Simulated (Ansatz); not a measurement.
MgH$_{2}$ (rutile)

```yaml
crystal:
  lattice:
    - [4.51729, 0.00000, 0.00000]
    - [0.00000, 4.51729, 0.00000]
    - [0.00000, 0.00000, 3.01286]
  atoms:
    - { symbol: Mg, position: [0.00000, 0.00000, 0.00000] }
    - { symbol: Mg, position: [0.50000, 0.50000, 0.50000] }
    - { symbol: H, position: [0.30441, 0.30441, 0.00000] }
    - { symbol: H, position: [0.80441, 0.19559, 0.50000] }
    - { symbol: H, position: [0.19559, 0.80441, 0.50000] }
    - { symbol: H, position: [0.69559, 0.69559, 0.00000] }
```

Computed with PBE (plane waves to 420 eV, PAW, scalar-relativistic; Ansatz, a quantum-chemistry and plane-wave program). Harmonic phonons by density-functional perturbation theory on a 6×6×10 k mesh, in cm⁻¹; i marks imaginary ones, q is in fractions of the reciprocal vectors of the cell shown, and the three acoustic modes at Γ are left out. The non-analytic (LO-TO) term is not included, so polar modes at Γ have their transverse values. The program warned that its band solver left a few bands short of their tolerance. MgH2 was relaxed with its symmetry unable to fall.

### Question
Does any mode at Γ, X = (0.5, 0.0, 0.0), M = (0.5, 0.5, 0.0), Z = (0.0, 0.0, 0.5) come out imaginary?

### Answer
No imaginary mode at these points (lowest 106 cm⁻¹ at M = (0.5, 0.5, 0.0)); other wave vectors were not tested.

### Question
Predict the phonon wavenumbers at Γ, X = (0.5, 0.0, 0.0), M = (0.5, 0.5, 0.0), Z = (0.0, 0.0, 0.5).

### Answer
| q | wavenumbers (cm⁻¹) |
|---|---|
| Γ | 183, 290, 297 (×2), 519 (×2), 784, 851, 963 (×2), 1107, 1174 (×2), 1274, 1464 |
| X = (0.5, 0.0, 0.0) | 146 (×2), 193 (×2), 223 (×2), 483 (×2), 755 (×2), 903 (×2), 1041 (×2), 1205 (×2), 1434 (×2) |
| M = (0.5, 0.5, 0.0) | 106 (×2), 151 (×2), 271 (×2), 570 (×2), 709 (×2), 946 (×2), 997 (×2), 1179 (×2), 1433 (×2) |
| Z = (0.0, 0.0, 0.5) | 164 (×2), 207 (×2), 351 (×2), 599 (×2), 599 (×2), 1072 (×2), 1154 (×2), 1179 (×2), 1366 (×2) |
